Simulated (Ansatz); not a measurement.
# Run record: bands, slopes and optics on a fine k mesh of TiTe$_{2}$ (P-3m1)

Computed with PBEsol, all-electron LAPW in Ansatz 0.2.0, scalar-relativistic; not a measurement.

The cell comes from a PAW relaxation under the same functional.

Command line:

```sh
ansatz run input.yaml --threads 2 --pin off --max-ram 6144MiB --backend cpu --events-out ev --progress --plain --runs-dir out
```

input.yaml:

```yaml
crystal:
  lattice:
    - [3.69744649657, 0.0, 0.0]
    - [-1.84872324829, 3.20208259516, 0.0]
    - [0.0, 0.0, 6.44134522443]
  atoms:
    - { symbol: Ti, position: [0.0, 0.0, 0.0] }
    - { symbol: Te, position: [0.666666666667, 0.333333333333, 0.267356290619] }
    - { symbol: Te, position: [0.333333333333, 0.666666666667, 0.732643709381] }
kpoints:
  mp_grid: { grid: [10, 10, 6] }
scf:
  occupations: { method: fermi_dirac, width: 0.08 }
hamiltonian:
  xc: pbesol
  pseudopotentials: { kind: all_electron, lapw: { basis_error: 0.001 } }
output:
  forces: true
  stress: true
  eigenvalues: true
  eigenstates:
    nscf_kmesh: { grid: [14, 14, 8] }
    de_dk: true
    e_range: [-14, 14]
  optics:
    e_range: [0, 30]
    de: 0.2
    sigma: 0.15
    bands: { spectra_wanted_up_to: 30 }
    nscf_kmesh: { grid: [14, 14, 8] }
    drude_damping: 0.1
checkpoint:
  write: ck
  write_wavefunctions: false
```

The program printed:

```
Warning: RAYON_NUM_THREADS=2 ignored (pool sized by the plan → 2); use --threads N
LAPW: plane waves up to 8.037 Å⁻¹, error target 1.0e-3 eV per atom; small_component_spin mean_spin; Ti in spheres of 1.336 Å, 12 of its electrons in bands, Dirac shells []; Te in spheres of 1.406 Å, 24 of its electrons in bands, ...
Engine: ansatz 0.2.0, x86_64-unknown-linux-gnu
Pseudopotentials: kind: all_electron
Pseudopotential: Ti, LAPW, valence charge 12, lapw/all_electron/scalar/gaussian/Ti, Koelling and Harmon's equation, gaussian nucleus
Pseudopotential: Te, LAPW, valence charge 24, lapw/all_electron/scalar/gaussian/Te, Koelling and Harmon's equation, gaussian nucleus
Functional definition: PBEsol
  exchange = pbesol_x
  correlation = pbesol_c
Crystal: 3 atoms, lattice volume = 76.262 Å³
Basis set: ecut = 246.0898201844934 eV, 665 PW (Γ), exchange–correlation at level 2
Bands: 36, of which v1, the nominal top of the filled ones, is band 30 counted from 1 (29 counted from 0)
Symmetry: 12 space group operations
Space group: P-3m1 (ITA 164), of the structure as read, at distance tolerance 4.2e-5 Å
k-points: 72 of 600
Non-local potential: Ti, projectors of the file, none
[... 27 lines left out ...]
E sigma→0 (E₀):  -392821.627249 eV
Entropy (-TS):   -0.026974 eV (-8.991 meV/atom)
Fermi energy:    12.818242 eV
--- Per-component energies (eV) ---
  E_band       = -2294.559638
  E_kinetic    = 413744.378185
  E_xc         = -10546.697214
  E_electrostatic = -796019.294733  (all electrons and nuclei)
  E_smearing   = -0.026974  (= −TS)
  E_closure    = 0.000000  (closes the sum)
  Σ components = -392821.640736   (vs F -392821.640736, Δ=0.00e0)
  Basis errors (estimates in eV, not in F): energy 3.7e-4 per atom: plane waves 3.4e-4 (1.8e-4 summed), levels above the bands 8.6e-28, relativity 1.3e-8, radial functions 3.7e-5, core shells 2.5e-7; eigenvalues (radial functions ...
--- Forces (eV/Å), atoms counted from 1 ---
  atom   1  Ti     0.00000000    -0.00000000     0.00000000
  atom   2  Te     0.00000000     0.00000000    -0.00219894
  atom   3  Te    -0.00000000    -0.00000000     0.00219894
  max |Σ_I F_I| component: 5.78e-19 eV/Å
--- Stress (GPa, compression-positive) ---
        0.001919       0.000000      -0.000000
        0.000000       0.001919      -0.000000
        0.000000      -0.000000      -0.015089
  P = ⅓ Tr σ = -0.0038 GPa (-0.038 kbar)
--- Fermi surface from the table of eigenstates, both spin states counted (twice the sheets' area in a run without spin) ---
  How far the three rows differ hints at the mesh's error and does not bound it.
  reading                E - E_F (eV)   area (Å⁻²)  resistivity times mean free path along x, y, z (Ω·m²), under one mean free path over the surface
  by tetrahedra                0.0414       14.091  1.6681e-15  1.6681e-15  5.4402e-15
  by the states' slopes        0.0188       12.442  2.0827e-15  2.0827e-15  3.8360e-15
  on every second point        0.0673        8.795  2.6984e-15  2.6984e-15  8.2025e-15
```

Self-consistency was reached.

Head of optics.tsv:

```
# E[eV]	eps2_interband_xx	eps2_interband_yy	eps2_interband_zz	eps2_interband_xy	eps2_interband_xz	eps2_interband_yz	eps1_interband_xx	eps1_interband_yy	eps1_interband_zz	
# format = ansatz-optics/6
# intraband_term = drude
# n_periodic_directions = 3
# eps1_interband_at_0(xx yy zz xy xz yz) = 89.791273 89.791273 55.960339 -0.000000 0.000000 -0.000000
# k_sum = mesh_points (the levels between the k-points could not be solved for (on LAPW and under a meta-GGA on two components they never are), or show one that a k-point
# f_sum_interband_n_eff(xx yy zz) = 40.303711 40.303711 40.752381
# fermi_ev = 12.833513
# fermi_mp_grid = 14 14 8
# fermi_mp_shift = 0 0 0
# occupation_method = fermi_dirac
# smearing_width_ev = 8e-2
# intraband_participation_number = 199.338003 of 1568 mesh points
# intraband_mesh_spread = 0.962713
# drude_damping_ev = 1e-1
# drude_plasma_energy_squared_ev2(xx yy zz xy xz yz) = 14.642716 14.642716 4.802780 -0.000000 0.000000 -0.000000
# drude_plasma_energy_ev(xx yy zz) = 3.826580 3.826580 2.191525
# intraband_mesh_error_estimate(xx yy zz lowest highest) = -0.010377 -0.010377 -0.177857 -0.177857 -0.010377
# f_sum_intraband_n_eff(xx yy zz) = 0.809875 0.809875 0.265637
# unresolved_interband_energy_squared_ev2(xx yy zz xy xz yz) = 0.000012 0.000012 -0.000000 -0.000000 0.000000 0.000000
# f_sum_unresolved_interband_n_eff(xx yy zz) = 0.000001 0.000001 -0.000000
# f_sum_n_eff(xx yy zz) = 41.113587 41.113587 41.018019 of n_electrons = 60.000000
# loss_f_sum_n_eff(xx yy zz) = 41.113334 41.113334 41.017936
# perfect_screening_sum(xx yy zz) = 1.000000 1.000000 1.000000
# perfect_screening_sum_on_rows(xx yy zz) = 1.000866 1.000866 1.000382
# perfect_screening_limit(xx yy zz) = 1.000000 1.000000 1.000000
# n_bands = 103
# n_bands_set_by = photon_energy
# valid_up_to_ev = 42.729376
# evaluated_top_ev = 206.200000
```

Optical constants:

Independent-particle optical response of a crystal from Kohn-Sham bands on the fine mesh with a Drude term, no local fields or excitons; Cartesian axes as in the input; normal incidence from vacuum, light polarised along x.

| Item | Value |
| --- | --- |
| Fine mesh | 14, 14, 8 |
| Line width | 0.15 eV |
| Drude damping | 0.1 eV |
| Further gaussian width | 0.3 eV |

```csv
photon energy (eV),refractive index,extinction,reflectivity,loss function,absorption (×10⁵ cm⁻¹)
1.8,2.511,2.613,0.4756,0.0761,4.767
3.6,2.409,2.075,0.395,0.0978,7.573
5.4,1.505,1.847,0.3784,0.1726,10.11
7.2,1.98,1.737,0.3344,0.1429,12.68
9,1.08,1.826,0.436,0.1947,16.66
10.8,0.655,1.431,0.4527,0.3057,15.66
12.6,0.53,1.209,0.4427,0.4217,15.44
14.4,0.327,0.93,0.5015,0.644,13.58
16.2,0.275,0.59,0.4424,1.808,9.687
18,0.394,0.282,0.2205,4.027,5.143
19.8,0.565,0.141,0.0847,1.386,2.831
21.6,0.697,0.083,0.0343,0.4792,1.825
23.4,0.759,0.081,0.0208,0.3619,1.922
25.2,0.823,0.048,0.0101,0.1719,1.231
27,0.884,0.036,0.0042,0.104,0.986
28.8,0.933,0.032,0.0015,0.0776,0.921
```

Optical peaks:

A zero of eps1 gives a sharp plasmon only where eps2 is small.

| Property | Result |
| --- | --- |
| Fine mesh | 14, 14, 8 |
| Window top | 30 eV |
| Line width | 0.15 eV |
| Drude damping | 0.1 eV |
| Further gaussian width | 0.3 eV |
| ε₁ rises through zero at x | 1.88, 5.95, 17.46 eV |
| ε₂ there x | 12.82, 4.36, 0.23 |
| ε₁ rises through zero at z | 0.5, 17.6 eV |
| ε₂ there z | 21.55, 0.21 |
| Plasma energy (x, y, z) | 3.61, 3.61, 2.357 eV |
| Reflectivity at 1 eV, x-polarised | 0.6554 |
| Reflectivity at 2 eV, x-polarised | 0.4468 |
| Reflectivity at 3 eV, x-polarised | 0.4005 |

**Dielectric function**

* Fine mesh: 14, 14, 8
* Line width: 0.15 eV
* Drude damping: 0.1 eV
* Further gaussian width: 0.3 eV

| photon energy (eV) | dielectric real xx | dielectric imag xx | dielectric real zz | dielectric imag zz |
| --- | --- | --- | --- | --- |
| 1.8 | -0.521 | 13.12 | 12.31 | 11.92 |
| 3.6 | 1.494 | 9.998 | 0.901 | 14.76 |
| 5.4 | -1.145 | 5.557 | -0.43 | 8.202 |
| 7.2 | 0.902 | 6.881 | -1.832 | 6.998 |
| 9 | -2.168 | 3.946 | -2.322 | 3.772 |
| 10.8 | -1.618 | 1.873 | -1.848 | 1.906 |
| 12.6 | -1.182 | 1.281 | -1.359 | 1.021 |
| 14.4 | -0.758 | 0.609 | -0.671 | 0.585 |
| 16.2 | -0.272 | 0.325 | -0.246 | 0.307 |
| 18 | 0.076 | 0.222 | 0.069 | 0.197 |
| 19.8 | 0.299 | 0.159 | 0.298 | 0.168 |
| 21.6 | 0.478 | 0.116 | 0.441 | 0.134 |
| 23.4 | 0.57 | 0.123 | 0.541 | 0.113 |
| 25.2 | 0.675 | 0.079 | 0.65 | 0.059 |
| 27 | 0.78 | 0.064 | 0.765 | 0.046 |
| 28.8 | 0.869 | 0.059 | 0.859 | 0.046 |

Known limits: no dispersion correction, so the spacing and stiffness between layers or molecules are poor; these sums move with the mesh, by several per cent and more for small sheets; Fermi surface not resolved by the mesh; spectra summed at the mesh points alone; Drude weight from the Fermi-surface sum.

Time and hardware: 3.6 min on 2 threads of Intel(R) Xeon(R) Platinum 8259CL CPU @ 2.50GHz (Skylake/Cascade Lake), with other jobs on the host, peak memory 1 GiB.
